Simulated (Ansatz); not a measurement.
Geometry optimisation in Ansatz: input, command and trajectory.

```yaml
crystal:
  lattice:
    - [-3.0250268619, 3.0250268619, 2.4715803502]
    - [3.0250268619, -3.0250268619, 2.4715803502]
    - [3.0250268619, 3.0250268619, -2.4715803502]
  atoms:
    - { symbol: Li, position: [0.303, 0.303, 0.606] }
    - { symbol: Li, position: [0.303, 0.697, 0.0] }
    - { symbol: Li, position: [0.697, 0.697, 0.394] }
    - { symbol: Li, position: [0.697, 0.303, 0.0] }
    - { symbol: P, position: [0.0, 0.0, 0.0] }
    - { symbol: Os, position: [0.75, 0.25, 0.5] }
    - { symbol: Os, position: [0.25, 0.75, 0.5] }
basis:
  ecutwfc: 420
kpoints:
  mp_grid: { grid: [4, 4, 4] }
hamiltonian:
  xc: pbe
scf:
  occupations: { method: gaussian, width: 0.1 }
  lower_state_search: "off"
output:
  forces: true
  stress: true
  eigenvalues: true
relax:
  adjacent_minimum: "off"
  f_tol: 0.04
  max_steps: 70
  cell: { stress_tol: 0.4 }
```

```bash
ansatz run input.yaml --threads 1 --pin off --max-ram 2560MiB --backend cpu --events-out ev --progress --plain --runs-dir out
```

All numbers below come from Ansatz, DFT PBE, scalar-relativistic, plane waves, PAW.

Of 4 frames 4 are shown, positions in Å and forces in eV/Å; the SCF threshold varies from step to step. Steps run on the plane waves of an earlier cell, with a Pulay correction in the pressure. The basis is chosen afresh for the last frame, the zero of the energies, and at times for earlier ones too; energy and pressure can step there, also at an unchanged geometry. Where two frames share a geometry here, they differ by under 2 meV/atom and 0.3 GPa.

```xyz
7
Lattice="-3.0250 3.0250 2.4716 3.0250 -3.0250 2.4716 3.0250 3.0250 -2.4716" Properties=species:S:1:pos:R:3:forces:R:3 pbc="T T T" step=1 free_energy_over_end_meV_per_atom=87.72 pressure_GPa=5.32
Li    1.8332    1.8332    0.0000   -0.1128   -0.1128    0.0000
Li    1.1919   -1.1919    2.4716    0.1128   -0.1128    0.0000
Li    1.1919    1.1919    2.4716    0.1128    0.1128    0.0000
Li   -1.1919    1.1919    2.4716   -0.1128    0.1128    0.0000
P     0.0000    0.0000    0.0000    0.0000    0.0000    0.0000
Os    0.0000    3.0250    1.2358    0.0000    0.0000    0.0000
Os    3.0250    0.0000    1.2358    0.0000    0.0000    0.0000
7
Lattice="-3.1726 3.1726 2.3847 3.1726 -3.1726 2.3847 3.1726 3.1726 -2.3847" Properties=species:S:1:pos:R:3:forces:R:3 pbc="T T T" step=2 free_energy_over_end_meV_per_atom=12.52 pressure_GPa=3.30
Li    1.9043    1.9043    0.0000    0.0250    0.0250    0.0000
Li    1.2683   -1.2683    2.3847   -0.0250    0.0250    0.0000
Li    1.2683    1.2683    2.3847   -0.0250   -0.0250    0.0000
Li   -1.2683    1.2683    2.3847    0.0250   -0.0250    0.0000
P     0.0000    0.0000    0.0000    0.0000    0.0000    0.0000
Os    0.0000    3.1726    1.1923    0.0000    0.0000    0.0000
Os    3.1726    0.0000    1.1923    0.0000    0.0000    0.0000
7
Lattice="-3.2650 3.2650 2.3741 3.2650 -3.2650 2.3741 3.2650 3.2650 -2.3741" Properties=species:S:1:pos:R:3:forces:R:3 pbc="T T T" step=3 free_energy_over_end_meV_per_atom=0.69 pressure_GPa=0.08
Li    1.9670    1.9670    0.0000    0.0066    0.0066    0.0000
Li    1.2980   -1.2980    2.3741   -0.0066    0.0066    0.0000
Li    1.2980    1.2980    2.3741   -0.0066   -0.0066    0.0000
Li   -1.2980    1.2980    2.3741    0.0066   -0.0066    0.0000
P     0.0000    0.0000    0.0000    0.0000    0.0000    0.0000
Os    0.0000    3.2650    1.1871    0.0000    0.0000    0.0000
Os    3.2650    0.0000    1.1871    0.0000    0.0000    0.0000
7
Lattice="-3.2650 3.2650 2.3741 3.2650 -3.2650 2.3741 3.2650 3.2650 -2.3741" Properties=species:S:1:pos:R:3:forces:R:3 pbc="T T T" step=4 free_energy_over_end_meV_per_atom=0.00 pressure_GPa=0.19
Li    1.9670    1.9670    0.0000    0.0065    0.0065    0.0000
Li    1.2980   -1.2980    2.3741   -0.0065    0.0065    0.0000
Li    1.2980    1.2980    2.3741   -0.0065   -0.0065    0.0000
Li   -1.2980    1.2980    2.3741    0.0065   -0.0065    0.0000
P     0.0000    0.0000    0.0000    0.0000    0.0000    0.0000
Os    0.0000    3.2650    1.1871    0.0000    0.0000    0.0000
Os    3.2650    0.0000    1.1871    0.0000    0.0000    0.0000
```

The start puts this composition into another compound's structure type, which needn't suit it. At the end the space group is I4/mmm (tolerance 0.05 Å).

The run took 13 s on 1 thread of Arm Neoverse V2, on a shared host, peak memory 0.37 GiB.

The k mesh is coarse. Spin–orbit coupling is left out, which can shift energies with elements as heavy as these.